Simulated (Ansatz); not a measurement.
Cu Kα1 powder pattern (kinematic, no thermal factors).
```csv
2θ (°),relative intensity
20.00,22
23.50,9
31.05,18
40.64,35
41.31,100
46.31,15
47.48,3
48.08,1
52.57,4
59.34,64
62.78,1
64.72,1
65.21,1
68.01,2
68.97,3
75.33,16
77.97,3
78.87,3
79.74,1
82.79,1
87.97,4
89.31,22
89.75,11
```

The pattern is computed from a structure relaxed with DFT PBE, scalar-relativistic, plane waves, PAW in Ansatz. No spin polarisation. Its elements are Al, B, P.

Problem. Give the structure.

Solution. AlB$_{2}$P$_{3}$.
Space group P6/mmm (No. 191). a = 4.367 Å, b = 4.367 Å, c = 4.437 Å, α = 90.00°, β = 90.00°, γ = 120.00°
```tsv
atom	site	symmetry	x	y	z
Al	1a	6/mmm	0.0000	0.0000	0.0000
B	2d	-6m2	0.3333	0.6667	0.5000
P	2c	-6m2	0.3333	0.6667	0.0000
P	1b	6/mmm	0.0000	0.0000	0.5000
```

A pattern alone doesn't exclude other cells with like lines; this is the one computed.

Another cell of AlB2P3 relaxed alike, in P4mm, lies 202 meV/atom lower, so this cell isn't the stable form at this level.

The structure comes from a generated guess; another structure or a mixture of phases may lie lower.
